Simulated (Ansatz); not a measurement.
A geometry of SiO2 away from equilibrium: step 10 of the relaxation of a generated trial cell of SiO2 in the tetragonal-ZrO2 structure type. Calculation: PBE (plane waves to 420 eV, PAW, scalar-relativistic; Ansatz, a quantum-chemistry and plane-wave program). Γ-centred k-mesh 7×7×5 on the run's cell (coarser than for final values), Fermi–Dirac smearing 0.05 eV.

```xyz
6
Lattice="3.0289 0.0000 0.0000 0.0000 3.0289 0.0000 0.0000 0.0000 5.6665" Properties=species:S:1:pos:R:3 pbc="T T T"
Si     0.0000     0.0000     0.0000
Si     1.5145     1.5145     2.8332
O      0.0000     1.5145     0.7089
O      0.0000     1.5145     3.5422
O      1.5145     0.0000     2.1243
O      1.5145     0.0000     4.9576
```

Which atoms carry the largest force, and which way does it point?

0.02 eV/Å, on O3, O4, O5, O6 (atoms numbered as listed); on O5 its components are (0.00, 0.00, 0.02).

What is the pressure?

+6.4 GPa, compression positive.

No spin polarisation in the result. No dispersion correction is included, so spacings between layers, chains or molecules are soft and tend to come out too large.

The run could not lose the symmetry of its start: the end is stationary, and may be a saddle point rather than a minimum.

The end of the path is a generated cell of SiO2: the first start was made by placing the elements on the sites of a structure type, and the end was not matched to a known phase here, so it may be hypothetical. Known forms of SiO2 include space group No. 92, 136, 152, 154.
